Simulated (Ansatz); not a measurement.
AlH3:
```
CELL_PARAMETERS angstrom
      2.21605     1.27944     3.92067
     -2.21605     1.27944     3.92067
      0.00000    -2.55888     3.92067
ATOMIC_POSITIONS crystal
  Al 0.50000 0.50000 0.50000
  Al 0.00000 0.00000 0.00000
  H  0.37746 0.75000 0.12254
  H  0.62254 0.25000 0.87746
  H  0.12254 0.37746 0.75000
  H  0.87746 0.62254 0.25000
  H  0.75000 0.12254 0.37746
  H  0.25000 0.87746 0.62254
```

Cartesian axes are those of the cell as given.

**Question.** Give the high-frequency dielectric tensor and the Born effective charge tensors of the independent atoms from DFPT, DFT-r²SCAN in the program Ansatz with PAW potentials.

**Answer.** 
ε∞:
```
4.04  0.00  0.00
0.00  4.04  0.00
0.00  0.00  4.19
```
Z* of atom 1 (Al), rows: field, columns: displacement, in e:
```
 2.62  -0.44   0.00
 0.44   2.62   0.00
 0.00   0.00   2.79
```
Z* of atom 3 (H), rows: field, columns: displacement, in e:
```
-0.99   0.20  -0.34
 0.20  -0.76   0.20
-0.34   0.19  -0.93
```

Static charges for comparison (Bader): Al1 +2.38, H3 -0.79 e. Born charges measure polarisation by displacement and can exceed these by far.

Space group R-3c. The workflow started from a Materials Project entry (that database holds measured and hypothetical structures alike); the Crystallography Open Database files this formula in space group No. 167, but the cells were not matched. Its standing as an ambient phase is unchecked. The r²SCAN relaxation kept the symmetry of its start; phonons on a q-mesh show no instability.

Potentials: the later of the program's two PAW sets.
